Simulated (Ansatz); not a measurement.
## Structure optimisation: osmium, bcc

All numbers below come from DFT, r2SCAN, plane waves (500 eV) with PAW, scalar-relativistic in Ansatz. (PAW data from PBE, frozen cores regenerated.)

k-point mesh 14×14×14, Fermi-Dirac smearing 0.1 eV, no spin polarisation. Cell and atoms relax.

Starting structure:

```
Os
1.0
    -1.51798    1.51798    1.51798
     1.51798   -1.51798    1.51798
     1.51798    1.51798   -1.51798
Os
1
Cartesian
  0.0000 0.0000 0.0000
```

What cell does the relaxation end in?

Im-3m with a = 3.071 Å; 14.49 Å³ per atom against 13.99 at the start (3.5 %).

How much energy does the relaxation gain?

21.6 meV per atom.

Path of the relaxation (the plane waves are chosen anew near the end, which can shift the energy a little):

| step | E − E(final) (meV/atom) | V (Å³/atom) | P (GPa) | max force (eV/Å) |
| --- | --- | --- | --- | --- |
| 0 | 21.59 | 13.991 | 14.40 | 0.000 |
| 1 | 0.73 | 14.550 | -1.61 | 0.000 |
| 2 | 0.37 | 14.487 | 0.02 | 0.000 |
| 3 | 0.00 | 14.487 | 0.03 | 0.000 |
